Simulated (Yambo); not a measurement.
Absorption of KCl (rock salt, space group Fm-3m, No. 225) with and without the electron-hole interaction (Yambo, LDA bands; 8×8×8 mesh, 3 valence and 4 conduction bands, static screening with 30 bands and a 4 Ry block, scissor 3.30 eV, Tamm-Dancoff; field along x).

| E (eV) | Im ε, BSE | Im ε, independent quasiparticles |
|---|---|---|
| 6.60 | 0.23 | 0.03 |
| 6.70 | 0.27 | 0.03 |
| 6.80 | 0.34 | 0.03 |
| 6.90 | 0.42 | 0.04 |
| 7.00 | 0.55 | 0.04 |
| 7.10 | 0.76 | 0.04 |
| 7.20 | 1.13 | 0.04 |
| 7.30 | 1.83 | 0.05 |
| 7.40 | 3.32 | 0.05 |
| 7.50 | 5.90 | 0.05 |
| 7.60 | 6.15 | 0.06 |
| 7.70 | 3.75 | 0.06 |
| 7.80 | 2.45 | 0.07 |
| 7.90 | 2.20 | 0.08 |
| 8.00 | 2.64 | 0.09 |
| 8.10 | 2.72 | 0.10 |
| 8.20 | 2.32 | 0.13 |
| 8.30 | 2.60 | 0.16 |
| 8.40 | 4.00 | 0.21 |
| 8.50 | 6.44 | 0.23 |
| 8.60 | 6.01 | 0.25 |
| 8.70 | 3.62 | 0.33 |
| 8.80 | 2.37 | 0.50 |
| 8.90 | 1.76 | 0.76 |
| 9.00 | 1.44 | 0.84 |
| 9.10 | 1.49 | 0.69 |
| 9.20 | 1.61 | 0.57 |
| 9.30 | 1.55 | 0.57 |
| 9.40 | 1.69 | 0.68 |
| 9.50 | 1.86 | 0.93 |
| 9.60 | 1.64 | 1.17 |
| 9.70 | 1.40 | 1.40 |
| 9.80 | 1.39 | 1.85 |
| 9.90 | 1.23 | 2.06 |
| 10.00 | 1.13 | 1.99 |
| 10.10 | 1.08 | 1.92 |
| 10.20 | 1.02 | 2.07 |
| 10.30 | 1.09 | 2.26 |
| 10.40 | 1.22 | 2.24 |
| 10.50 | 1.23 | 2.44 |
| 10.60 | 1.09 | 3.02 |
| 10.70 | 1.11 | 3.39 |
| 10.80 | 1.16 | 3.52 |
| 10.90 | 1.11 | 3.64 |
| 11.00 | 1.18 | 3.66 |
| 11.10 | 1.38 | 3.65 |
| 11.20 | 1.30 | 3.67 |
| 11.30 | 1.13 | 3.65 |
| 11.40 | 1.09 | 3.45 |
| 11.50 | 1.09 | 3.08 |
| 11.60 | 1.12 | 2.98 |
| 11.70 | 1.28 | 3.07 |
| 11.80 | 1.52 | 2.67 |
| 11.90 | 1.91 | 2.36 |
| 12.00 | 2.54 | 2.50 |
| 12.10 | 3.14 | 2.60 |
| 12.20 | 3.62 | 2.35 |
| 12.30 | 4.22 | 1.93 |

The scissor comes from a G0W0 run whose convergence isn't established. Broadening 0.15 eV. The band window holds all transitions up to 12.4 eV. Fine structure above the onset can come from the mesh.

Geometry relaxed with LDA; primitive cell a = b = c = 4.2959 Å, α = β = γ = 60.00°.
